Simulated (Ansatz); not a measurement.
All-electron LAPW in Ansatz 0.2.0 under LDA, scalar-relativistic, energies extrapolated to zero smearing. Slabs are 1×1 cells cut from bulk crystals relaxed on PAW files, with atoms then relaxed, 16 to 20 Å of vacuum, a dipole correction, k spacings of 0.16 to 0.26 Å⁻¹ and smearing of 0.02 to 0.1 eV, without spin–orbit coupling; Cr, Mn, Fe, Co, Ni, Eu and Gd start ferromagnetic, the others run without spin. The bulk type named needn't be the stable one, and no reconstruction is allowed.

| slab | area (Å²) | γ (J/m²) | Φ (eV) | Δd12 (%) |
| --- | --- | --- | --- | --- |
| fcc Ni (111), 5 layers | 5.08 | 2.52 | 5.51 | -1.3 |
| fcc Ni (111), 6 layers | 5.08 | 2.52 | 5.51 | -1.3 |
| fcc Ni (110), 5 layers | 8.29 | 2.96 | ? | -11.1 |
| fcc Ni (100), 5 layers | 5.87 | 2.90 | ? | -3.5 |

(1) Give the missing entry: row "fcc Ni (110), 5 layers", column "Φ (eV)".

(2) Give the missing entry: row "fcc Ni (100), 5 layers", column "Φ (eV)".

Answers

(1) 4.96.

(2) 5.33.
